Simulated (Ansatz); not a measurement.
NiSi (MnP type, space group Pnma)

```cif
data_Ni4Si4
_chemical_formula_sum 'Ni4 Si4'
_space_group_name_H-M_alt 'P 1'
_space_group_IT_number 1
_cell_length_a 5.11890
_cell_length_b 3.34227
_cell_length_c 5.56343
_cell_angle_alpha 90.000
_cell_angle_beta 90.000
_cell_angle_gamma 90.000
loop_
_space_group_symop_operation_xyz
  'x, y, z'
loop_
_atom_site_label
_atom_site_type_symbol
_atom_site_fract_x
_atom_site_fract_y
_atom_site_fract_z
_atom_site_occupancy
Ni1 Ni 0.50768 0.25000 0.68874 1
Ni2 Ni 0.00768 0.25000 0.81126 1
Ni3 Ni 0.49232 0.75000 0.31126 1
Ni4 Ni 0.99232 0.75000 0.18874 1
Si1 Si 0.67882 0.25000 0.08342 1
Si2 Si 0.17882 0.25000 0.41658 1
Si3 Si 0.32118 0.75000 0.91658 1
Si4 Si 0.82118 0.75000 0.58342 1
```

This relaxed cell (volume V₀) is scaled evenly in all directions, its shape held. The atoms relax within the cell's symmetry.

Calculation: r2SCAN (plane waves to 500 eV, PAW, scalar-relativistic; Ansatz, a program for electronic structure). k mesh 9×14×9 (Γ-centred), Fermi-Dirac smearing 0.05 eV. The energy includes the smearing's −TS. Compression counts positive. With the shape held, the modulus is that of even scaling; a crystal free to change shape is softer. NiSi is run without spin polarisation. NiSi was relaxed with its symmetry unable to fall. The zero of ΔE is the relaxed starting cell.

The scan covers V/V₀ from 0.840 to 1.160 in 13 points.

Question: What is ΔE at V/V₀ = 0.840?

Answer: 240 meV/atom.

Question: What is ΔE at V/V₀ = 1.160?

Answer: 130 meV/atom.

Question: What pressure does the cell carry at V/V₀ = 0.840?

Answer: 47.4 GPa.

(A scan under strain: stresses follow from slopes of the energy per volume, elastic moduli from its curvatures.)
